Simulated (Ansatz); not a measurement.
GaAs (zinc blende)

```
GaAs
1.0
    0.00000     5.74607     5.74607
    2.87304     0.00000     2.87304
    2.87304     2.87304     0.00000
As Ga
2 2
Direct
  0.37500   0.75000   0.75000
  0.87500   0.75000   0.75000
  0.00000   0.00000   0.00000
  0.50000   0.00000   0.00000
```

A phonon eigenvector at L = (0.5, 0.0, 0.0) is frozen into this cell: atom i moves by Q times the vector below, so Q is the largest atomic displacement, in Å. The cell is held. It is one choice among 2 degenerate patterns. (q is in reciprocal vectors of the primitive cell; the cell shown is doubled to hold the pattern.)

```
atom       x       y       z
----  ------  ------  ------
As1    0.267  -0.486   0.753
As2   -0.267   0.486  -0.753
Ga3   -0.285   0.520  -0.805
Ga4    0.285  -0.520   0.805
```

Method: PBE (plane waves to 420 eV, PAW, scalar-relativistic; Ansatz, a quantum-chemistry and plane-wave program). k mesh 5×10×10 (Γ-centred), Fermi-Dirac smearing 0.05 eV. E stands for the smeared free energy. GaAs was relaxed with its symmetry unable to fall. The PAW data are Ansatz's earlier set. ΔE is measured from the undisplaced structure.

```json
[
 {"Q (Å)": "-0.180", "ΔE (meV/cell)": "59.0"},
 {"Q (Å)": "-0.150", "ΔE (meV/cell)": "40.6"},
 {"Q (Å)": "-0.120", "ΔE (meV/cell)": "25.8"},
 {"Q (Å)": "-0.090", "ΔE (meV/cell)": "withheld"},
 {"Q (Å)": "-0.060", "ΔE (meV/cell)": "6.4"},
 {"Q (Å)": "-0.030", "ΔE (meV/cell)": "1.6"},
 {"Q (Å)": "0.000", "ΔE (meV/cell)": "0.0"},
 {"Q (Å)": "0.030", "ΔE (meV/cell)": "1.6"},
 {"Q (Å)": "0.060", "ΔE (meV/cell)": "6.4"},
 {"Q (Å)": "0.090", "ΔE (meV/cell)": "withheld"},
 {"Q (Å)": "0.120", "ΔE (meV/cell)": "25.8"},
 {"Q (Å)": "0.150", "ΔE (meV/cell)": "40.6"},
 {"Q (Å)": "0.180", "ΔE (meV/cell)": "59.0"}
]
```

Fit an even polynomial form (powers 2, 4) to the given rows and predict ΔE at Q = 0.090.

Least squares on the 11 given rows: ΔE = (1768)·Q² + (1625)·Q⁴, in meV/cell with Q in Å; root-mean-square residual 0.01 meV/cell. At 0.090 the fit gives 14.4 meV/cell; the calculation gives 14.4 meV/cell, the same to the digits shown. The quadratic term alone would give 14.3 meV/cell.

(A displaced cell: forces are minus the slopes of the energy, force constants its curvatures, and phonons follow from these.)
